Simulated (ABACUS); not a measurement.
Band structure of ZnSe (F-43m, 2 atoms in the cell; from Materials Project mp-1190).

```
ZnSe
1.0
    0.00000     2.83244     2.83244
    2.83244     0.00000     2.83244
    2.83244     2.83244     0.00000
Zn Se
1 1
Direct
  0.00000   0.00000   0.00000
  0.75000   0.75000   0.75000
```

Level of theory: ABACUS 3.10.1 with PBE, numerical atomic orbitals DZP (confined pseudo-atomic orbitals with Gaussian additions; energy shift 0.01 Ry), PseudoDojo 0.5 standard norm-conserving PBE (tails mended) pseudopotentials.

Settings: basis = DZP numerical atomic orbitals, energy shift 0.01 Ry; KPT = Gamma 8 8 8 0 0 0; basis_type = lcao; dft_functional = PBE; ecutwfc = 100 Ry; smearing_method = gaussian; smearing_sigma = 0.00146997 Ry; potentials = PseudoDojo 0.5 standard norm-conserving PBE (tails mended); symmetry = 1; ks_solver = genelpa; scf_nmax = 100; scf_thr = 1.0e-06; mixing_type = broyden; mixing_beta = 0.4.

The atom-centred basis is finite, which shifts total energies, pressures and gaps against plane waves. The structure comes from a collection of computed structures, made at another level of theory; the collection holds predicted forms beside known ones.

Question: Predict the gap along the standard path and the places of the band edges.

Answer: The gap along the path is 1.54 eV, direct at Γ to within 0.01 eV.

Points are given in units of this cell's reciprocal vectors. Levels in eV from the top of the valence band on the SCF mesh, bands 15 to 19:
| point | 15 | 16 | 17 | 18 | 19 |
|---|---|---|---|---|---|
| Γ (0 0 0) | -6.34 | 0.00 | 0.00 | 0.00 | 1.54 |
| X (0.5 0 0.5) | -6.15 | -4.82 | -2.19 | -2.19 | 3.36 |
| W (0.5 0.25 0.75) | -6.04 | -4.74 | -2.75 | -2.65 | 5.82 |
| K (0.375 0.375 0.75) | -6.07 | -4.77 | -3.08 | -1.79 | 3.90 |
| L (0.5 0.5 0.5) | -6.18 | -5.26 | -0.85 | -0.85 | 2.74 |
| U (0.625 0.25 0.625) | -6.07 | -4.77 | -3.08 | -1.79 | 3.90 |

Higher empty bands are left out: an atom-centred basis made for the valence describes them poorly.

The atomic orbitals were generated for these runs; they are not ABACUS's published sets and were checked against plane waves on a few crystals only.

“Tails mended”: in these copies of the files the far tail of each local potential was reset to the Coulomb form.
